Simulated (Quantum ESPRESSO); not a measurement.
# In3GaP4: convergence and cost over cutoff and k mesh

Simulated, not a measurement. The program is pw.x of Quantum ESPRESSO 7.5 (plane-wave density functional theory). The cell is made up: 8 atoms on a zincblende/diamond lattice, with randomly drawn elements, strain and displacements, not relaxed. PseudoDojo standard norm-conserving files (v0.5 for PBE, v0.4.1 for LDA and PBEsol) set the functional; there is no spin polarisation, spin-orbit coupling or dispersion term, and the masses in the input are unused placeholders.

Input of the run in row 4:

```
&control calculation='scf', pseudo_dir='./dojo.nc.sr.pbe.v0_5.standard.upf', outdir='./o', disk_io='medium', tprnfor=.true., tstress=.true. /
&system ibrav=0, nat=8, ntyp=3, nbnd=42, ecutwfc=79.96652505, nosym=.true., tot_charge=0,
 occupations='smearing', smearing='fd', degauss=0.0018374661
/
&electrons conv_thr=7.350e-09, electron_maxstep=60, /
ATOMIC_SPECIES
Ga 1.0 Ga.upf
In 1.0 In.upf
P 1.0 P.upf
CELL_PARAMETERS angstrom
5.7045 0.0 0.0
0.0 5.7045 0.0
0.0 0.0 5.7045
ATOMIC_POSITIONS angstrom
In -0.0121 0.014 0.0153
In -0.0141 2.8407 2.8249
Ga 2.8358 0.0071 2.8516
In 2.8992 2.8459 0.0267
P 1.4371 1.416 1.4071
P 1.4183 4.2782 4.2785
P 4.2608 1.4612 4.299
P 4.2362 4.2813 1.3986
K_POINTS automatic
4 4 4 1 1 1
```

The same cell was run at these settings. Meshes are shifted by half a step, and differences are from the last row, which is itself not exact.

```
cutoff (eV)     k mesh  k points solved  threshold (eV)  free energy less the last row's (eV)  pressure (GPa)  largest stress difference (GPa)  largest force difference (eV/Å)  iterations  wall time (s)  k-point pools              processor
        762  2 x 2 x 2                4           1e-04                                 2.402           -8.94                            15.49                            0.012           7             39              1  AMD EPYC, Zen 5 class
       1088  2 x 2 x 2                4           1e-07                                 0.438            6.81                             0.27                            0.008          11            112              1  AMD EPYC, Zen 5 class
        764  4 x 4 x 4               32           1e-07                                 1.895           -8.73                            15.28                            0.001          11            280              1  AMD EPYC, Zen 5 class
       1088  4 x 4 x 4               32           1e-07                                 0.008            6.53                             0.01                            0.000          11            540              1  AMD EPYC, Zen 5 class
       1377  6 x 6 x 6              108           1e-07                                 0.000            6.54                             0.00                            0.000          11           2576              1  AMD EPYC, Zen 5 class
```

Each pool is one process. Wall times include start-up and a band step at six k points, which weighs most on the coarsest meshes. The runs were on shared virtual cores whose load varied, so times are rough.